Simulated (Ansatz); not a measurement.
A plane-wave DFT run in Ansatz 0.2.0 (scalar-relativistic PAW potentials unless the input names others): input and command.

```yaml
crystal:
  lattice:
    - [5.6935841264, 0.0, 0.0]
    - [0.0, 5.6935841264, 0.0]
    - [0.0, 0.0, 5.6935841264]
  atoms:
    - { symbol: Rb, position: [0.0, 0.5, 0.5] }
    - { symbol: Rb, position: [0.5, 0.0, 0.5] }
    - { symbol: Rb, position: [0.5, 0.5, 0.0] }
    - { symbol: W, position: [0.0, 0.0, 0.0] }
basis:
  ecutwfc: 420
  xc_grid: 2
kpoints:
  mp_grid: { grid: [8, 8, 8] }
hamiltonian:
  xc: pbe
scf:
  occupations: { method: gaussian, width: 0.1 }
  mixing: { algorithm: broyden, beta: 0.9 }
output:
  forces: true
  eigenvalues: true
  stress: true
relax:
  adjacent_minimum: "off"
  f_tol: 0.01
  max_steps: 80
  cell: { stress_tol: 0.05 }
```

```bash
ansatz run input.yaml --threads 1 --pin off --max-ram 2560MiB --backend cpu --events-out ev --progress --plain --runs-dir out
```

Abridged log:
```
Pseudopotentials: kind: paw
Pseudopotential: Rb, paw, valence charge 9, recommended cutoff 420 eV (normal)
Pseudopotential: W, paw, valence charge 14, recommended cutoff 420 eV (normal)
Functional definition: PBE
Crystal: 4 atoms, lattice volume = 184.568 Å³
Basis set: ecut = 420 eV, 3695 PW (Γ), exchange–correlation on 80×80×80 points (8 copies of the dense FFT grid, shifted against one another)
Bands: 25, of which v1, the nominal top of the filled ones, is band 21 counted from 1 (20 counted from 0)
Symmetry: 48 space group operations
Space group: Pm-3m (ITA 221), of the structure as read, at distance tolerance 5.7e-5 Å
k-points: 35 of 512
Initial density: superposition of atomic densities (neutral atoms: chi_scale 0, normalization atom), corrected by the library's trained network
Initial wavefunctions: pseudopotential atomic-orbital guess
Functional: x = pbe(κ = 0.804, μ = 0.21951497), c = pbe(β = 0.06672455)
SCF iter   1: F=—  HF=-20178.786016 eV  |F-HF|=—  |Δ(HF+E_count)|=         —  Δρ=1.22e-2  dr2=1.06e0  ethr=1.77e-3  ⟨swp⟩=6.1  Hψ=4222  notcnv=0
SCF iter   2: F=—  HF=-20179.151075 eV  |F-HF|=—  |Δ(HF+E_count)|=   3.65e-1  Δρ=2.89e-2  dr2=4.87e0  ethr=1.77e-3  ⟨swp⟩=2.9  Hψ=1531  notcnv=0  κ⁻¹=1.0e0(r=1)
SCF iter   3: F=—  HF=-20178.711937 eV  |F-HF|=—  |Δ(HF+E_count)|=   4.39e-1  Δρ=1.83e-3  dr2=2.59e-2  ethr=1.77e-3  ⟨swp⟩=2.7  Hψ=1444  notcnv=0  defer=2  κ⁻¹=4.3e-4(r=2)
SCF iter   4: F=—  HF=-20178.711193 eV  |F-HF|=—  |Δ(HF+E_count)|=   7.44e-4  Δρ=1.26e-3  dr2=1.02e-2  ethr=6.32e-5  ⟨swp⟩=1.3  Hψ=1191  notcnv=0  κ⁻¹=7.1e-5(r=3)
SCF iter   5: F=—  HF=-20178.710670 eV  |F-HF|=—  |Δ(HF+E_count)|=   5.23e-4  Δρ=3.47e-4  dr2=9.79e-4  ethr=2.50e-5  ⟨swp⟩=1.9  Hψ=968  notcnv=0  κ⁻¹=2.0e-6(r=4)
SCF iter   6: F=—  HF=-20178.710630 eV  |F-HF|=—  |Δ(HF+E_count)|=   3.99e-5  Δρ=8.50e-5  dr2=1.74e-5  ethr=2.39e-6  ⟨swp⟩=1.2  Hψ=890  notcnv=0  κ⁻¹=2.0e-7(r=5)
SCF iter   7: F=—  HF=-20178.710626 eV  |F-HF|=—  |Δ(HF+E_count)|=   4.11e-6  Δρ=2.10e-5  dr2=1.85e-6  ethr=4.24e-8  ⟨swp⟩=2.0  Hψ=1049  notcnv=0  κ⁻¹=5.1e-8(r=6)
SCF iter   8: F=—  HF=-20178.710626 eV  |F-HF|=—  |Δ(HF+E_count)|=   1.14e-7  Δρ=8.20e-6  dr2=2.16e-7  ethr=4.50e-9  ⟨swp⟩=2.2  Hψ=1279  notcnv=0  κ⁻¹=1.1e-9(r=7)
   ...
SCF iter   6: F=—  HF=-20178.712598 eV  |F-HF|=—  |Δ(HF+E_count)|=   4.05e-7  Δρ=4.05e-6  dr2=6.72e-8  ethr=2.44e-8  ⟨swp⟩=1.1  Hψ=883  notcnv=0  κ⁻¹=1.5e-8(r=5)
SCF iter   7: F=-20178.712598 eV  HF=-20178.712598 eV  |F-HF|=3.89e-10  |Δ(HF+E_count)|=   2.20e-8  Δρ=1.16e-6  dr2=2.34e-9  ethr=9.60e-11  ⟨swp⟩=5.9  Hψ=3651  notcnv=0
SCF 3 converged in 7 iterations: F = -20178.712598 eV  dr2 = 2.34e-9
relax step   3: F+E_penalty+E_count = -20178.71259793 eV  Δ(F+E_penalty+E_count) = -1.158e-3 eV  max|allowed force component| = 6.015e-30 eV/Å  Δτ_max = 0.0000 Å  P = +0.003 GPa  Ω = 188.611 Å³  energy of the carried Pulay correction = -9.271e-5 eV  (7 SCF iters, dr2 threshold 3.93e-8 eV, accepted)
Initial wavefunctions: pseudopotential atomic-orbital guess (no wavefunctions were taken with the density)
SCF iter   1: F=—  HF=-20178.712628 eV  |F-HF|=—  |Δ(HF+E_count)|=         —  Δρ=4.21e-5  dr2=1.38e-7  ethr=2.35e-6  ⟨swp⟩=2.7  Hψ=6298  notcnv=0
SCF iter   2: F=—  HF=-20178.712691 eV  |F-HF|=—  |Δ(HF+E_count)|=   6.27e-5  Δρ=1.16e-5  dr2=7.87e-7  ethr=3.36e-10  ⟨swp⟩=3.2  Hψ=1913  notcnv=0  κ⁻¹=1.0e0(r=1)
SCF iter   3: F=—  HF=-20178.712691 eV  |F-HF|=—  |Δ(HF+E_count)|=   2.48e-7  Δρ=4.03e-6  dr2=3.53e-9  ethr=3.36e-10  ⟨swp⟩=2.0  Hψ=1048  notcnv=0  κ⁻¹=1.9e-2(r=2)
SCF iter   4: F=—  HF=-20178.712692 eV  |F-HF|=—  |Δ(HF+E_count)|=   5.19e-7  Δρ=4.47e-7  dr2=9.05e-10  ethr=8.61e-12  ⟨swp⟩=2.2  Hψ=1642  notcnv=0  κ⁻¹=2.8e-4(r=3)
SCF iter   5: F=—  HF=-20178.712692 eV  |F-HF|=—  |Δ(HF+E_count)|=  2.36e-10  Δρ=3.61e-7  dr2=1.05e-9  ethr=2.21e-12  ⟨swp⟩=2.0  Hψ=1018  notcnv=0  κ⁻¹=3.7e-5(r=4)
SCF iter   6: F=-20178.712692 eV  HF=-20178.712692 eV  |F-HF|=3.64e-12  |Δ(HF+E_count)|=  4.73e-11  Δρ=3.03e-8  dr2=1.59e-12  ethr=1.00e-12  ⟨swp⟩=3.4  Hψ=3175  notcnv=0
SCF 4 converged in 6 iterations: F = -20178.712692 eV  dr2 = 1.59e-12
SCF converged after 6 iterations
Stability not checked: this state was not tested for a lower state beside it, because the mixer in use, unlike msr1, does not test its closes by its own steps (another_mixer; see scf.mixing.algorithm and scf.lower_state_search)
Free energy (F): -20178.712692 eV
Harris-Foulkes:  -20178.712692 eV  (|F-HF|=3.64e-12)
Internal energy: -20178.590195 eV  (E = F + TS)
E sigma→0 (E₀):  -20178.651443 eV
Entropy (-TS):   -0.122497 eV (-30.624 meV/atom)
Fermi energy:    5.201967 eV
--- Forces (eV/Å), atoms counted from 1 ---
  atom   1  Rb     0.00000000     0.00000000     0.00000000
  atom   2  Rb     0.00000000     0.00000000     0.00000000
  atom   3  Rb     0.00000000     0.00000000     0.00000000
  atom   4  W      0.00000000     0.00000000     0.00000000
--- Stress (GPa, compression-positive) ---
        0.002584       0.000000       0.000000
        0.000000       0.002584       0.000000
        0.000000       0.000000       0.002584
  P = ⅓ Tr σ = 0.0026 GPa (0.026 kbar)
--- Relaxed structure (3 steps of the walk, 3 accepted, 1 SCFs on fresh bases) ---
  F+E_penalty+E_count = -20178.71269169 eV   max|allowed force component| = 6.779e-30 eV/Å   (the final SCF, on the basis selected at the relaxed cell)
  cell:  # Å, volume = 188.6113 Å³
    - [5.73485626, 0.0, 0.0]
    - [0.0, 5.73485626, 0.0]
    - [0.0, 0.0, 5.73485626]
  atoms:
    - { symbol: Rb, position: [0.0, 0.5, 0.5] }
    - { symbol: Rb, position: [0.5, 0.0, 0.5] }
    - { symbol: Rb, position: [0.5, 0.5, 0.0] }
    - { symbol: W, position: [0.0, 0.0, 0.0] }
```

Apart from outputs and empty bands, the input differs from a reference run on usual settings in scf.mixing.algorithm: not typed → "broyden"; scf.mixing.beta: not typed → 0.9; basis.xc_grid: not typed → 2. The reference, at the same start, ended its own course with a relaxed volume of 47.15 Å³/atom, pressure 0.00 GPa, largest force 0.000 eV/Å, no gap on the mesh. This run converged in 29 SCF iterations over all its steps (reference: 27) with an energy at zero smearing within 0.01 meV/atom of the reference's, a relaxed volume of 47.15 Å³/atom, pressure 0.00 GPa, largest force 0.000 eV/Å, no gap on the mesh.

Time: 34 s on 1 thread of Arm Neoverse V2, on a shared host, peak memory 0.46 GiB.